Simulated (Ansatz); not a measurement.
Si₂W:
```
Si2W
1.0
    4.57970     0.00000     0.00000
   -2.28985     3.96614     0.00000
    0.00000     0.00000     6.60884
Si W
6 3
Direct
  0.83643   0.67285   0.50000
  0.16357   0.83643   0.83333
  0.32715   0.16357   0.16667
  0.16357   0.32715   0.50000
  0.83643   0.16357   0.83333
  0.67285   0.83643   0.16667
  0.00000   0.50000   0.16667
  0.50000   0.00000   0.50000
  0.50000   0.50000   0.83333
```

Tensor components refer to the Cartesian frame of this cell.

Q: Give the high-frequency dielectric tensor and the Born effective charge tensors of the independent atoms from DFPT, r²SCAN (plane waves, PAW; program Ansatz).

A: 
ε∞:
```
26.4  0.00  0.00
0.00  26.4  0.00
0.00  0.00  25.5
```
Z* of atom 1 (Si), rows: field, columns: displacement, in e:
```
 4.13   0.00  -0.73
 0.00   3.82   0.00
-1.28   0.00   3.96
```
Z* of atom 7 (W), rows: field, columns: displacement, in e:
```
-8.35  -0.68   0.00
-0.68  -7.57   0.00
 0.00   0.00  -7.92
```

Static charges for comparison (Bader): Si1 -0.06, W7 +0.13 e. Born charges measure polarisation by displacement and can exceed these by far.

Space group P6_222. The workflow started from a Materials Project entry (that database holds measured and hypothetical structures alike); the Crystallography Open Database copy checked does not list it. It is not the phase usual at ambient conditions (space group No. 139). The r²SCAN relaxation kept the symmetry of its start; phonons on a q-mesh show no instability. No spin polarisation was allowed. Scalar-relativistic: spin–orbit coupling is off unless named, which matters more the heavier the elements.

Potentials: the later of the program's two PAW sets.
